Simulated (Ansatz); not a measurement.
SnO$_{2}$ (rutile)

```
CELL_PARAMETERS angstrom
      4.75851     0.00000     0.00000
      0.00000     4.75851     0.00000
      0.00000     0.00000     3.20013
ATOMIC_POSITIONS crystal
  Sn 0.00000 0.00000 0.00000
  Sn 0.50000 0.50000 0.50000
  O  0.30590 0.30590 0.00000
  O  0.80590 0.19410 0.50000
  O  0.19410 0.80590 0.50000
  O  0.69410 0.69410 0.00000
```

E(V) scan at fixed shape, V₀ the volume above. The atoms relax within the cell's symmetry.

These are r2SCAN (plane waves to 500 eV, PAW, scalar-relativistic; Ansatz, a program for electronic structure) values and carry that method's errors. k mesh 7×7×10 (Γ-centred), Fermi-Dirac smearing 0.05 eV. E stands for the smeared free energy. With the shape held, the modulus is that of even scaling; a crystal free to change shape is softer. SnO2 was relaxed with its symmetry unable to fall. The PAW data are Ansatz's earlier set. ΔE is measured from the relaxed starting cell.

```tsv
V (Å³/atom)	ΔE (meV/atom)
10.869	97.4
11.171	52.0
11.473	22.0
11.775	5.2
12.077	0.0
12.379	4.7
12.681	18.1
12.983	38.8
13.285	65.9
```

Problem. What is the fitted pressure derivative B₀′?

Solution. 4.8.

Problem. What bulk modulus at fixed cell shape B₀ follows from a third-order Birch-Murnaghan fit?

Solution. 211 GPa. Check by three points about V = 12.077 Å³/atom, step 0.302: d²E/dV² ≈ (5.2 − 2·0.0 + 4.7) meV / 0.302² = 0.109 eV/Å⁶, and V·d²E/dV² × 160.2 = 210 GPa.

(A scan under strain: stresses follow from slopes of the energy per volume, elastic moduli from its curvatures.)
